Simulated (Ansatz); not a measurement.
As (R-3m), an elastic constant from a strain scan

Level of theory: Ansatz, DFT PBEsol, scalar-relativistic, plane waves, PAW. Settings: plane waves to 420 eV, k-mesh 18×18×18 (Γ-centred), Gaussian smearing 0.15 eV. No spin polarisation. Energies are free energies at this smearing, counted from the undisturbed cell; pressure is positive in compression.

The starting cell (as given, not relaxed at this level; it stands at 0.1 GPa):

```
As
1.0
     1.87975    1.08527    3.48577
    -1.87975    1.08527    3.48577
     0.00000   -2.17055    3.48577
As
2
Direct
  0.22754 0.22754 0.22754
  0.77246 0.77246 0.77246
```

The cell is strained by ε times the Voigt pattern (1, 1, 0, 0, 0, 0) (xx, yy, zz, yz, xz, xy; engineering shear) with fractional coordinates fixed. The cell holds 2 atoms in V0 = 42.67 Å³. The stress column is τ = (1/V0) dE/dε, got from the stress tensor σ (compression positive) at each point as −det(1 + εP) σ : P(1 + εP)⁻¹, with P the pattern as a tensor.

| ε | ΔE (meV/atom) | τ (GPa) |
| --- | --- | --- |
| -0.1000 | 327.319 | -53.623 |
| -0.0750 | 176.967 | -37.113 |
| -0.0500 | 77.696 | -23.007 |
| -0.0250 | 20.731 | -11.560 |
| 0.0000 | 0.000 | -0.923 |
| 0.0250 | 13.373 | 8.682 |
| 0.0500 | 56.017 | 16.688 |
| 0.0750 | 122.912 | 23.284 |
| 0.0875 | 164.058 | 26.108 |
| 0.1000 | ? | ? |

Problem. Which combination of elastic constants does this scan measure, and how large is it?

Solution. For small ε, τ = τ0 + Kε with K = pᵀCp, which for this pattern is C11 + C22 + 2 C12 in the Cartesian frame shown. The parabola through τ at ε = -0.0250, 0 and 0.0250 has slope K = 405 GPa at zero. The energies per cell, E = NΔE, of the same two points give K = 2[E(ε₊)/ε₊ − E(ε₋)/ε₋]/[(ε₊ − ε₋)V0] = 410 GPa, in agreement. These are clamped-ion values.

Problem. Predict the withheld row at ε = 0.1000 from the harmonic law, and compare.

Solution. ΔE = V0(τ0 ε + Kε²/2)/N = 257.234 meV/atom and τ = 39.56 GPa. The calculation gives 209.662 meV/atom and 28.64 GPa: the energy lies 18 % below the harmonic value, as bonds soften when stretched.

Forces appear on the atoms along this scan, and letting them relax would lower the energy and soften the response. In a metal these slopes depend on the k mesh and the smearing.